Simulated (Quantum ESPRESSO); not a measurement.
# Band energies of CaPd

```
CaPd
1.0
    3.50569     0.00000     0.00000
    0.00000     3.50569     0.00000
    0.00000     0.00000     3.50569
Ca Pd
1 1
Direct
  0.00000   0.00000   0.00000
  0.50000   0.50000   0.50000
```

norm-conserving PBEsol (Quantum ESPRESSO, 82 Ry, no spin-orbit coupling); path ΓXMΓRX,MR; energies in eV from the Fermi level.

```
k (1/Å)  point  band 10  band 11  band 12  band 13  band 14  band 15  band 16  band 17
-------  -----  -------  -------  -------  -------  -------  -------  -------  -------
0.00         Γ    -3.30    -3.30    -1.94    -1.94    -1.94     3.05     3.05     5.84
0.22              -3.24    -3.18    -1.98    -1.98    -1.92     2.95     2.96     5.17
0.56              -3.01    -2.64    -2.12    -2.12    -1.85     1.60     2.56     3.99
0.90         X    -2.86    -2.19    -2.19    -1.80    -1.60    -0.32     2.31     3.55
1.12              -2.77    -2.54    -2.23    -1.91    -1.08    -0.34     2.54     3.43
1.46              -3.12    -2.38    -2.29    -1.95    -0.29     0.38     2.61     3.31
1.79         M    -3.28    -2.47    -2.47    -1.37     0.24     1.47     1.47     3.42
2.00              -3.21    -2.43    -2.39    -1.59    -0.35     1.55     1.68     3.49
2.32              -2.91    -2.30    -2.27    -2.10    -1.89     2.06     2.35     3.38
2.64              -3.08    -2.95    -2.08    -2.07    -1.93     2.78     2.83     3.98
2.85              -3.23    -3.21    -1.98    -1.98    -1.93     2.98     3.00     5.12
3.06         Γ    -3.30    -3.30    -1.94    -1.94    -1.94     3.05     3.05     5.84
3.16              -3.28    -3.28    -1.95    -1.95    -1.94     3.04     3.04     5.61
3.45              -3.05    -3.05    -2.06    -2.06    -1.94     2.90     2.90     4.15
3.64              -2.79    -2.79    -2.21    -2.21    -2.05     2.80     2.80     3.68
3.93              -2.48    -2.48    -2.29    -2.29    -1.92     2.26     2.26     4.18
4.22              -2.66    -2.66    -1.80    -1.80    -0.65     1.29     1.29     5.29
4.42              -2.73    -2.73    -1.49    -1.49     0.13     0.73     0.73     5.17
4.61         R    -2.75    -2.75    -1.35    -1.35     0.49     0.49     0.49     4.62
4.71              -2.74    -2.74    -1.41    -1.37     0.41     0.51     0.57     4.77
5.00              -2.67    -2.62    -1.96    -1.75    -0.15     0.66     1.46     4.98
5.20              -2.58    -2.47    -2.32    -2.21    -0.33     0.46     2.19     4.10
5.49              -2.75    -2.69    -2.37    -2.10    -0.48    -0.36     2.98     3.10
5.78              -2.85    -2.28    -2.20    -1.82    -1.46    -0.32     2.36     3.52
5.88         X    -2.86    -2.19    -2.19    -1.80    -1.60    -0.32     2.31     3.55
5.88         M    -3.28    -2.47    -2.47    -1.37     0.24     1.47     1.47     3.42
6.18              -2.91    -2.54    -2.54    -1.37     0.29     1.18     1.18     3.86
6.48              -2.68    -2.68    -1.98    -1.35     0.40     0.70     0.70     5.15
6.78         R    -2.75    -2.75    -1.35    -1.35     0.49     0.49     0.49     4.62
```

A metal at this level: along this path bands 14, 15 cross the Fermi level.

Spin-orbit splittings are left out.

Geometry of the Materials Project entry, not relaxed at this level.

The structure is a Materials Project entry; no match was found in the copy of COD used, and its stability was not checked.
